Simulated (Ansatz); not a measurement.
Input file for Ansatz (a quantum-chemistry and plane-wave program):

Ansatz 0.2 input:
```yaml
crystal:
  lattice:
    - [-2.7056336142, 2.7056336142, 5.9923385736]
    - [2.7056336142, -2.7056336142, 5.9923385736]
    - [2.7056336142, 2.7056336142, -5.9923385736]
  atoms:
    - { symbol: Sr, position: [0.0, 0.0, 0.0] }
    - { symbol: Sr, position: [0.75, 0.25, 0.5] }
    - { symbol: Mo, position: [0.5, 0.5, 0.0] }
    - { symbol: Mo, position: [0.25, 0.75, 0.5] }
    - { symbol: O, position: [0.0305628023, 0.4321857311, 0.125815886] }
    - { symbol: O, position: [0.1821857311, 0.5563698451, 0.9016229288] }
    - { symbol: O, position: [0.3063698451, 0.9047469163, 0.874184114] }
    - { symbol: O, position: [0.6547469163, 0.2805628023, 0.0983770712] }
    - { symbol: O, position: [0.7194371977, 0.8178142689, 0.374184114] }
    - { symbol: O, position: [0.5678142689, 0.6936301549, 0.5983770712] }
    - { symbol: O, position: [0.4436301549, 0.3452530837, 0.625815886] }
    - { symbol: O, position: [0.0952530837, 0.9694371977, 0.4016229288] }
kpoints:
  mp_grid: { grid: [6, 6, 6] }
  band_path:
    path:
      - [[0.0, 0.0, 0.0], [0.0, 0.0, 0.5], [0.25, 0.25, 0.25], [0.0, 0.5, 0.0], [0.0, 0.0, 0.0], [0.5, 0.5, -0.5], [0.3009665567, 0.6990334433, -0.3009665567]]  # Γ-X-P-N-Γ-M-S
      - [[-0.3009665567, 0.3009665567, 0.3009665567], [0.0, 0.0, 0.0]]  # S_0-Γ
      - [[0.0, 0.0, 0.5], [-0.1019331134, 0.1019331134, 0.5]]  # X-R
      - [[0.5, 0.5, -0.1019331134], [0.5, 0.5, -0.5]]  # G-M
      - [VBM, CBM]
    npoints: 8
hamiltonian:
  xc: r2scan
  pseudopotentials: { kind: paw }
magnetization: { noncollinear: true, spin_orbit: true }
scf:
  n_extra_bands: 24
  convergence: { dr2_threshold: 0.0000000001 }
  occupations: { method: gaussian, width: 0.01 }
checkpoint: { write: soc.run }
output: { eigenvalues: true }
```

Output (shortened):

```
Pseudopotential: Sr, paw_fr, valence charge 10
Pseudopotential: Mo, paw_fr, valence charge 14
Pseudopotential: O, paw_fr, valence charge 6
Functional definition: r2SCAN
non-collinear run that drives no moment, with spin-orbit …
Crystal: 12 atoms, lattice volume = 175.467 Å³
Basis set: ecut = 500 eV, 4373 PW (Γ), exchange–correlation on 216×216×216 points (64 copies of the dense FFT grid, shifted against one another)
Bands: 120, of which v1, the nominal top of the filled ones, is band 96 counted from 1 (95 counted from 0)
Symmetry: 8 space group operations + 8 with time reversal
k-points: 36 of 216
Projection manifold: j_resolved (fully-relativistic pseudo-atomic orbitals)
SCF iter   1: F=—  HF=-21596.023243 eV  |F-HF|=—  |Δ(HF+E_count)|=         —  Δρ=1.16e-1  dr2=4.42e1  dr2_τ=7.62e-1  dr2_m=0.00e0 (ungated)  ethr=3.10e-3  |M|=0.00e0 ∫|m|=0.00e0 μB  |m|>n=0.0e0 m-floor=0.0e0 τ_xc=0.0e0  β_m=0.30  ⟨swp⟩=9.7  Hψ=12842  notcnv=0  defer=120
preconditioner: auto → Resta (q_TF=auto, 2.467 Å⁻¹)
spin=Noncollinear: Resta preconditioning applied to the charge; magnetization (m_x, m_y, m_z) channels mix plain (no charge-response kernel on spin).
SCF iter   2: F=—  HF=-21587.605263 eV  |F-HF|=—  |Δ(HF+E_count)|=    8.42e0  Δρ=5.30e-2  dr2=8.60e0  dr2_τ=2.26e-1  dr2_m=0.00e0 (ungated)  ethr=3.10e-3  |M|=0.00e0 ∫|m|=0.00e0 μB  |m|>n=0.0e0 m-floor=0.0e0 τ_xc=0.0e0  β_m=0.39  ⟨swp⟩=3.5  Hψ=4522  notcnv=0  defer=576
SCF iter   3: F=—  HF=-21586.408652 eV  |F-HF|=—  |Δ(HF+E_count)|=    1.20e0  Δρ=2.76e-2  dr2=1.29e0  dr2_τ=2.02e-2  dr2_m=0.00e0 (ungated)  ethr=3.10e-3  |M|=0.00e0 ∫|m|=0.00e0 μB  |m|>n=0.0e0 m-floor=0.0e0 τ_xc=0.0e0  β_m=0.59  ⟨swp⟩=4.0  Hψ=3916  notcnv=0  defer=576
SCF iter   4: F=—  HF=-21586.185960 eV  |F-HF|=—  |Δ(HF+E_count)|=   2.23e-1  Δρ=1.01e-2  dr2=3.14e-1  dr2_τ=7.39e-3  dr2_m=0.00e0 (ungated)  ethr=1.34e-3  |M|=0.00e0 ∫|m|=0.00e0 μB  |m|>n=0.0e0 m-floor=0.0e0 τ_xc=0.0e0  β_m=0.66  ⟨swp⟩=2.2  Hψ=3938  notcnv=0  defer=576
SCF iter   5: F=—  HF=-21586.150794 eV  |F-HF|=—  |Δ(HF+E_count)|=   3.52e-2  Δρ=3.85e-3  dr2=3.27e-2  dr2_τ=5.30e-4  dr2_m=0.00e0 (ungated)  ethr=3.27e-4  |M|=0.00e0 ∫|m|=0.00e0 μB  |m|>n=0.0e0 m-floor=0.0e0 τ_xc=0.0e0  β_m=0.83  ⟨swp⟩=2.8  Hψ=3025  notcnv=0  defer=576
SCF iter   6: F=—  HF=-21586.149895 eV  |F-HF|=—  |Δ(HF+E_count)|=   8.99e-4  Δρ=1.00e-3  dr2=2.20e-3  dr2_τ=9.23e-5  dr2_m=0.00e0 (ungated)  ethr=3.41e-5  |M|=0.00e0 ∫|m|=0.00e0 μB  |m|>n=0.0e0 m-floor=0.0e0 τ_xc=0.0e0  β_m=0.88  ⟨swp⟩=2.0  Hψ=2888  notcnv=0  defer=576
SCF iter   7: F=—  HF=-21586.149827 eV  |F-HF|=—  |Δ(HF+E_count)|=   6.80e-5  Δρ=1.65e-4  dr2=4.99e-5  dr2_τ=1.06e-6  dr2_m=0.00e0 (ungated)  ethr=2.29e-6  |M|=0.00e0 ∫|m|=0.00e0 μB  |m|>n=0.0e0 m-floor=0.0e0 τ_xc=0.0e0  β_m=0.94  ⟨swp⟩=2.0  Hψ=3305  notcnv=0  defer=576
SCF iter   8: F=—  HF=-21586.149852 eV  |F-HF|=—  |Δ(HF+E_count)|=   2.54e-5  Δρ=3.97e-5  dr2=3.73e-6  dr2_τ=9.32e-8  dr2_m=0.00e0 (ungated)  ethr=5.20e-8  |M|=0.00e0 ∫|m|=0.00e0 μB  |m|>n=0.0e0 m-floor=0.0e0 τ_xc=0.0e0  β_m=0.97  ⟨swp⟩=2.0  Hψ=3233  notcnv=0  defer=576
SCF iter  11: F=-21586.150115 eV  HF=-21586.150115 eV  |F-HF|=1.46e-11  |Δ(HF+E_count)|=  9.39e-10  Δρ=1.97e-7  dr2=6.68e-11  dr2_τ=1.95e-12  dr2_m=0.00e0 (ungated)  ethr=1.00e-12  |M|=0.00e0 ∫|m|=0.00e0 μB  |m|>n=0.0e0 m-floor=0.0e0 τ_xc=0.0e0  ⟨swp⟩=15.1  Hψ=11983  notcnv=0
SCF 1 converged in 11 iterations: F = -21586.150115 eV  dr2 = 6.68e-11
NSCF: frozen V_eff on 36 k-points
NSCF: frozen V_eff on 36 k-points
NSCF: frozen V_eff on 36 k-points
NSCF: frozen V_eff on 7 k-points
NSCF: frozen V_eff on 9 k-points
NSCF: frozen V_eff on 4 k-points
NSCF: frozen V_eff on 3 k-points
NSCF: frozen V_eff on 85 k-points
SCF converged after 11 iterations
Magnetization: |M| = 0.0000 μB,  M = (+0.0000, +0.0000, +0.0000) μB
Absolute magnetization: 0.0000 μB (∫|m|)
  site 0: m = (+0.0000, +0.0000, +0.0000) μB, |m| = 0.0000 μB  (R = 1.07 Å)
  site 1: m = (+0.0000, +0.0000, +0.0000) μB, |m| = 0.0000 μB  (R = 1.07 Å)
  site 2: m = (+0.0000, +0.0000, +0.0000) μB, |m| = 0.0000 μB  (R = 0.73 Å)
  site 3: m = (+0.0000, +0.0000, +0.0000) μB, |m| = 0.0000 μB  (R = 0.73 Å)
  site 4: m = (+0.0000, +0.0000, +0.0000) μB, |m| = 0.0000 μB  (R = 0.73 Å)
  site 5: m = (+0.0000, +0.0000, +0.0000) μB, |m| = 0.0000 μB  (R = 0.73 Å)
  site 6: m = (+0.0000, +0.0000, +0.0000) μB, |m| = 0.0000 μB  (R = 0.73 Å)
  site 7: m = (+0.0000, +0.0000, +0.0000) μB, |m| = 0.0000 μB  (R = 0.73 Å)
  site 8: m = (+0.0000, +0.0000, +0.0000) μB, |m| = 0.0000 μB  (R = 0.73 Å)
  site 9: m = (+0.0000, +0.0000, +0.0000) μB, |m| = 0.0000 μB  (R = 0.73 Å)
  site 10: m = (+0.0000, +0.0000, +0.0000) μB, |m| = 0.0000 μB  (R = 0.73 Å)
  site 11: m = (+0.0000, +0.0000, +0.0000) μB, |m| = 0.0000 μB  (R = 0.73 Å)
Free energy (F): -21586.150115 eV
Harris-Foulkes:  -21586.150115 eV  (|F-HF|=1.46e-11)
Internal energy: -21586.150115 eV  (E = F + TS)
E sigma→0 (E₀):  -21586.150115 eV
Fermi energy:    8.010737 eV
--- Per-component energies (eV) ---
  E_band       = -786.881549
  E_kinetic    = 2773.534931
  E_local      = -7195.397424  (includes V_loc(G=0)·N_el)
  E_nonlocal   = 1060.923824
  E_hartree    = 2420.589050
  E_xc         = -1270.001613
  E_vxc        = -1713.274069  (∫ρ·V_xc dr)
  E_paw        = -13120.960166  (= ΣΔE_a)
  E_vpaw       = -662.682814  (= ΣTr[D̂ρ^β])
  E_aug_tail   = 0.008098  (compensation charges beyond the density's cutoff)
  E_vtau       = 108.828295  (kinetic-family band-sum trace: ∫τ·v_τ [+ j·A + Jᵃ·Aᵃ] dr)
  E_ewald      = -6253.855425
  E_core_change = -0.991389  (= ΣΔE_core)
  E_smearing   =  0.000000  (= −TS)
  E_closure    =  0.000000  (closes the sum)
  Σ components = -21586.150115   (vs F -21586.150115, Δ=0.00e0)
  [band-id]    e_kinetic+e_local+e_nonlocal+2·e_hartree+e_vxc+e_vpaw+e_augmentation_tail+e_vtau = -786.881059   (vs E_band -786.881549, Δ=4.90e-4)
--- Band table (eV; the first three rows and the last of 36) ---
  k-point 0: bands = ["-56.5696", "-56.5696", "-56.5685", "-56.5685", "-31.7881", "-31.7881", "-31.7806", "-31.7806", "-29.4053", "-29.4053", "-29.4009", "-29.4009", "-29.3822", "-29.3822", "-29.3654", "-29.3654", "-26.7183", "-26.7183", "-26.6873", …
  k-point 1: bands = ["-56.5695", "-56.5695", "-56.5685", "-56.5685", "-31.7876", "-31.7876", "-31.7812", "-31.7812", "-29.4052", "-29.4052", "-29.4017", "-29.4017", "-29.3808", "-29.3808", "-29.3665", "-29.3665", "-26.7157", "-26.7157", "-26.6892", …
  k-point 2: bands = ["-56.5693", "-56.5693", "-56.5687", "-56.5687", "-31.7863", "-31.7863", "-31.7826", "-31.7826", "-29.4049", "-29.4049", "-29.4031", "-29.4031", "-29.3774", "-29.3774", "-29.3693", "-29.3693", "-26.7096", "-26.7096", "-26.6946", …
  k-point 35: bands = ["-56.5690", "-56.5690", "-56.5690", "-56.5690", "-31.7844", "-31.7844", "-31.7844", "-31.7844", "-29.4035", "-29.4035", "-29.4035", "-29.4035", "-29.3735", "-29.3735", "-29.3735", "-29.3735", "-26.7026", "-26.7026", "-26.7026", …
```

Cost: around 40 core-minutes (rough) on shared cores.

Space group I4_1/a. The first step of the workflow began from a Materials Project structure, measured or hypothetical; the Crystallography Open Database files this formula in space group No. 88, but the cells were not matched. Whether it is the stable phase at ambient conditions was not checked. The r²SCAN relaxation kept the symmetry of its start; whether a distortion lowers the energy is not shown. The run is not spin-polarised. No Hubbard U is applied.

Potentials: the later of the program's two PAW sets.

Ansatz is a plane-wave DFT program.
